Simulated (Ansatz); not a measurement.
Relaxed-ion elastic tensor of VGe (rock salt, Fm-3m) in GPa (Voigt order), the program Ansatz at the PBE level (PAW); density 6.48 g/cm³, 15.82 Å³ per atom.

```
 285  50.8  50.8   0.0   0.0   0.0
50.8   285  50.8   0.0   0.0   0.0
50.8  50.8   285   0.0   0.0   0.0
 0.0   0.0   0.0   1.9   0.0   0.0
 0.0   0.0   0.0   0.0   1.9   0.0
 0.0   0.0   0.0   0.0   0.0   1.9
```

Q: Is the crystal mechanically stable?

A: On the edge, within the error: the smallest eigenvalue of C is 1.9 GPa.

Q: Work out the Voigt and Reuss bounds. Is their mean of use?

A: K_V = 129, K_R = 129; G_V = 48.0, G_R = 3.2 GPa. The bounds lie so far apart that a Hill average or a Debye temperature from it would say little.

The cell is a constructed one: a structure type filled with these elements; neither database checked (COD, Materials Project) lists it. Its standing as an ambient phase is unchecked. Symmetry was held in the PBE relaxation; whether a distortion lowers the energy is not shown. Magnetic state: ferromagnetic, the only order run, not a proven ground state. The cell computed holds one magnetic atom, so no antiferromagnetic order was within reach. As this level gives no gap, shear constants depend on the k-mesh and smearing (Fermi–Dirac, 0.1 eV here).

Potentials: the later of the program's two PAW sets.
